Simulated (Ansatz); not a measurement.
**Course of a relaxation: BAs2**

A trial structure of BAs2 was built thus: random cell by space group and Wyckoff sites (Pmmm, No. 47). The dimensions are guesses.

```yaml
crystal:
  lattice:
    - [3.74333, 0.00000, 0.00000]
    - [0.00000, 3.85508, 0.00000]
    - [0.00000, 0.00000, 4.72196]
  atoms:
    - { symbol: B, position: [0.50000, 0.50000, 0.50000] }
    - { symbol: As, position: [0.00000, 0.00000, 0.50000] }
    - { symbol: As, position: [0.50000, 0.00000, 0.00000] }
```

These are results of DFT PBE, scalar-relativistic, plane waves, PAW in Ansatz 0.2.0, not measurements. Cutoff 420 eV, Gaussian smearing, Γ-centred meshes. Cell and atoms relax first on a coarse mesh and then on a finer one. In between, the cell is made exact in the group found at 0.06 Å. In metals the finer mesh still leaves noise of several meV/atom or more. The steps can't lower the symmetry of their start. No spin polarisation.

Steps on the 4×4×4 mesh (3 atoms, 13 steps). The free energy counts from the last step; the plane-wave basis is renewed at times, which shifts energy and pressure.

```tsv
step	ΔF (meV/atom)	V (Å³/atom)	P (GPa)
1	542.4	22.71	-14.04
2	323.3	20.12	-11.95
3	170.7	18.13	-9.24
4	59.6	16.74	-5.17
5	12.0	15.39	2.55
6	7.4	15.72	0.56
7	6.3	15.83	-0.05
8	4.3	15.84	-0.20
9	2.7	15.79	-0.98
10	1.2	15.60	0.74
11	-0.3	15.68	-0.43
12	-0.7	15.64	-0.05
13	0.0	15.64	-0.08
```

The relaxed structure, after a last relaxation on the converged mesh:

```cif
data_structure
_symmetry_space_group_name_H-M 'Pmmm'
_symmetry_Int_Tables_number 47
_cell_length_a 3.0888
_cell_length_b 3.1499
_cell_length_c 4.8614
_cell_angle_alpha 90.000
_cell_angle_beta 90.000
_cell_angle_gamma 90.000
_cell_volume 47.30
loop_
_atom_site_label
_atom_site_type_symbol
_atom_site_symmetry_multiplicity
_atom_site_Wyckoff_symbol
_atom_site_fract_x
_atom_site_fract_y
_atom_site_fract_z
_atom_site_occupancy
B1 B 1 h 0.50000 0.50000 0.50000 1
As1 As 1 c 0.00000 0.00000 0.50000 1
As2 As 1 e 0.00000 0.50000 0.00000 1
```

The symmetry stays Pmmm (No. 47). The volume per atom shrinks by 30.6 %, from 22.7 to 15.8 Å³. The shortest distance goes from 2.69 Å (B–As) to 2.21 Å (B–As). The energy falls by about 0.52 eV/atom (the start's value is from the coarse mesh). The end is written in a standard setting, so origin, axes and order of atoms can differ from the start's. B is surrounded by 4 As at 2.21 Å and 4 As at 2.88 Å; around As on its first site lie 4 B at 2.21 Å and 4 As at 2.90 Å; As on its second site has 4 B at 2.88 Å, 4 As at 2.90 Å and 4 As at 3.09–3.15 Å.

For BAs2, the volume per atom is 15.77 Å³, the density is 5.64 g/cm³ and the energy over the elements is +0.90 eV/atom. The gap on the 16×14×10 mesh of the 3-atom cell is 0 eV (a metal).

The zero of energy is the elements' standard structures at the same level; no fitted shifts are applied.

The last run used Gaussian smearing of 0.10 eV. An odd number of electrons in the primitive cell allows no gap without spin; a larger cell or a magnetic state could open one. The cell is a metal run without spin; a magnetic state may lie lower. The reference form of As is held partly by dispersion forces, which this level lacks. Symmetry constrained the relaxation, so the result can be a saddle point. In all, the 4 runs took 2.6 min on 1 thread of Intel(R) Xeon(R) CPU @ 2.80GHz (Skylake/Cascade Lake), on a shared host.
